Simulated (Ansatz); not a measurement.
An Ansatz (a program for electronic structure) run. Input:

Ansatz 0.2 input:
```yaml
crystal:
  lattice:
    - [4.3237117971, 0.0, 0.0]
    - [0.0, 4.3237117971, 0.0]
    - [0.0, 0.0, 4.3237117971]
  atoms:
    - { symbol: Cs, position: [0.0, 0.0, 0.0] }
    - { symbol: Br, position: [0.5, 0.5, 0.5] }
kpoints:
  mp_grid: { grid: [7, 7, 7] }
hamiltonian:
  xc: r2scan
  pseudopotentials: { kind: paw }
scf:
  occupations: { method: fixed }
checkpoint: { read: static.run }
output: { bader: true, populations: true }
```

Output (shortened):

```
Pseudopotential: Cs, paw, valence charge 9
Pseudopotential: Br, paw, valence charge 7
Functional definition: r2SCAN
Crystal: 2 atoms, lattice volume = 80.830 Å³
Basis set: ecut = 500 eV, 2103 PW (Γ), exchange–correlation on 128×128×128 points (64 copies of the dense FFT grid, shifted against one another)
Bands: 12, of which v1, the nominal top of the filled ones, is band 8 counted from 1 (7 counted from 0)
Symmetry: 48 space group operations
Space group: Pm-3m (ITA 221), of the structure as read, at distance tolerance 4.3e-5 Å
k-points: 20 of 343
Stability of the state it starts from, as read at its close in the unpolarized treatment …
iter 1 solved again at ethr=2.59e-7 eV; its pass at ethr=3.10e-3 eV (dr2=4.14e-5 eV) is discarded
SCF iter   1: F=—  HF=-8482.836697 eV  |F-HF|=—  |Δ(HF+E_count)|=         —  Δρ=4.18e-7  dr2=7.21e-11  dr2_τ=2.70e-11  ethr=2.59e-7  ⟨swp⟩=3.6  Hψ=2172  notcnv=0  defer=36
preconditioner: auto → Resta (q_TF=auto, 2.083 Å⁻¹)
SCF iter   2: F=-8482.836697 eV  HF=-8482.836697 eV  |F-HF|=1.27e-11  |Δ(HF+E_count)|=   5.60e-8  Δρ=2.34e-7  dr2=2.70e-11  dr2_τ=3.55e-11  ethr=1.00e-12  ⟨swp⟩=10.1  Hψ=1664  notcnv=0
SCF 1 converged in 2 iterations: F = -8482.836697 eV  dr2 = 2.70e-11
SCF converged after 2 iterations
Free energy (F): -8482.836697 eV
Harris-Foulkes:  -8482.836697 eV  (|F-HF|=1.27e-11)
Internal energy: -8482.836697 eV  (E = F + TS)
E sigma→0 (E₀):  -8482.836697 eV
Fermi energy:    2.515173 eV
--- Per-component energies (eV) ---
  E_band       = -69.144747
  E_kinetic    = 277.377841
  E_local      = -423.511578  (includes V_loc(G=0)·N_el)
  E_nonlocal   = 99.036303
  E_hartree    = 124.953392
  E_xc         = -414.722186
  E_vxc        = -254.155883  (∫ρ·V_xc dr)
  E_paw        = -7363.399397  (= ΣΔE_a)
  E_vpaw       = -30.324528  (= ΣTr[D̂ρ^β])
  E_aug_tail   =  0.000000  (compensation charges beyond the density's cutoff)
  E_vtau       = 12.526307  (kinetic-family band-sum trace: ∫τ·v_τ [+ j·A + Jᵃ·Aᵃ] dr)
  E_ewald      = -782.462758
  E_core_change = -0.108314  (= ΣΔE_core)
  E_smearing   =  0.000000  (= −TS)
  E_closure    =  0.000000  (closes the sum)
  Σ components = -8482.836697   (vs F -8482.836697, Δ=0.00e0)
  [band-id]    e_kinetic+e_local+e_nonlocal+2·e_hartree+e_vxc+e_vpaw+e_augmentation_tail+e_vtau = -69.144753   (vs E_band -69.144747, Δ=-5.93e-6)
--- Band table (eV; the first three rows and the last of 20) ---
  k-point 0: bands = ["-17.8018", "-10.2324", "-4.0455", "-4.0455", "-4.0455", "2.5152", "2.5152", "2.5152", "7.7079", "7.9515", "7.9515", "12.2810"]
  k-point 1: bands = ["-17.7923", "-10.2344", "-4.1197", "-4.0276", "-4.0276", "2.2272", "2.4818", "2.4818", "8.0816", "8.1812", "8.3967", "12.1466"]
  k-point 2: bands = ["-17.7707", "-10.2400", "-4.2745", "-3.9865", "-3.9865", "1.6873", "2.4046", "2.4046", "8.4423", "9.2542", "9.5137", "11.9904"]
  k-point 19: bands = ["-17.6722", "-10.0686", "-4.4284", "-4.4138", "-4.4138", "1.4698", "1.4698", "1.5545", "10.7228", "11.2298", "11.2298", "12.0627"]
--- Löwdin populations: 2 sites ---
  site symbol       q [e]
     0     Cs      8.2413
     1     Br      7.6907
  spilling = 0.004254 (of n_electrons = 16.000000)
--- Bader charges: 2 sites ---
  site symbol  charge [e]  shift [e]
     0     Cs      0.8371     0.0000
     1     Br     -0.8371     0.0000
  shift: an alarm, by how much a part of what the PAW files miss would move the charge. Where it is large, compare
  with a run on PAW files of another source; a small one proves nothing
  estimated error of the sums over rays = 8.6e-5 e
```

Cost: roughly 16 core-seconds on shared cores.

Symmetry was held in the r²SCAN relaxation. Scalar-relativistic: spin–orbit coupling is off unless named, which matters more the heavier the elements.

Potentials: the later of the program's two PAW sets.

Ansatz is a plane-wave DFT program.
